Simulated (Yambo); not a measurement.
Convergence of the G0W0 gap of Cd₃ZnS₄

G0W0@PBEsol for Cd3ZnS4 (space group P-43m, No. 215) in Yambo. Reference settings: 2×2×2 Γ-centred k mesh, bands 17 to 368 and a 8 Ry block in the screening, 368 bands in G with the Bruneval-Gonze terminator, plasmon pole fitted at 27.2 eV. The PBEsol gap Γ → Γ on this mesh is 1.13 eV; G0W0 gaps are taken between the same points.

```csv
change from the reference,G0W0 gap Γ → Γ (eV),shift of the valence edge (eV)
reference settings,2.21,-0.77
7 Ry block,2.20,-0.75
pole fitted at 10 eV,2.17,-0.61
"146 bands in G, no terminator",2.08,-0.29
```

The reference isn't shown to be the converged limit.

Spin-orbit splittings are left out.

Geometry of the Materials Project entry, not relaxed at this level; primitive cell a = b = c = 5.760 Å, α = β = γ = 90.00°.

The structure is a Materials Project entry; no match was found in the copy of COD used, and its stability was not checked.

A shift is the quasiparticle energy of the state minus its PBEsol energy.
